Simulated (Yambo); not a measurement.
Rh$_{2}$O$_{3}$ (corundum, space group R-3c, No. 167), G0W0@LDA in Yambo with this input:

```
rim_cut
gw0
dyson
el_el_corr
HF_and_locXC
ppa
em1d
RandQpts= 1000000
RandGvec= 1 Ry
EXXRLvcs= 88 Ry
VXCRLvcs= 352 Ry
Chimod= "HARTREE"
% BndsRnXp
 17 | 185 |
%
NGsBlkXp= 7 Ry
% LongDrXp
 1.0 | 1.0 | 1.0 |
%
PPAPntXp= 27.2114 eV
% GbndRnge
 1 | 185 |
%
GTermKind= "BG"
DysSolver= "n"
ExtendOut
```

On a 2×2×2 mesh, with wavefunctions cut at 88 Ry, the gap (Γ → F) is 1.043 eV and the valence edge shifts by 0.269 eV.

**Question.** What happens with this change: exchange cut at 5 Ry?

**Answer.** The gap rises by 0.310 eV, to 1.353 eV; the shift of the valence edge becomes 5.442 eV. Neither run is shown to be the converged limit.

Spin-orbit coupling is not included.

Geometry of the Materials Project entry, not relaxed at this level; primitive cell a = 5.4997 Å, b = 5.4997 Å, c = 5.4997 Å, α = 55.76°, β = 55.76°, γ = 55.76°.

A shift is the quasiparticle energy of the state minus its LDA energy.
